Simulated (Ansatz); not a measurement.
**GeSb4Te4: how the free axis answers a strain**

GeSb4Te4, P-3m1, a = 4.330 Å, c = 17.649 Å. The structure is a Materials Project entry; whether it is the stable form wasn't checked. Ansatz: PBE, PAW, 420 eV, Γ-centred 12×12×2 mesh on 9 atoms, Gaussian smearing 0.01 eV; no spin polarisation. Series: uniaxial strain along c, with a, b and atoms relaxed; x is the strain in per cent. y is the change of a in per cent of 4.330 Å.

```
x (%) y (%)
 -4.0      ?
 -2.0   0.44
  0.0   0.00
  2.0  -0.37
  4.0  -0.69
```

**Question.** Fit y = c1 x + c2 x² to the other rows, say what c1 measures, and predict the missing y.

**Answer.** Least squares on the rows shown. y = −0.2034 x + 0.007841 x². So −c1 = 0.203 is Poisson's ratio for this pair of axes. At x = -4.0 the fit asked for gives 0.94 %. The run gave 0.97 %, so the fit is 0.03 % too low, a small miss on the scale of the series. The form still works here, 33 % of the fitted range beyond its end.

Cost: 5 runs of about 22 core-minutes in all, on Intel Xeon 6975P-C (Granite Rapids) (shared hosts).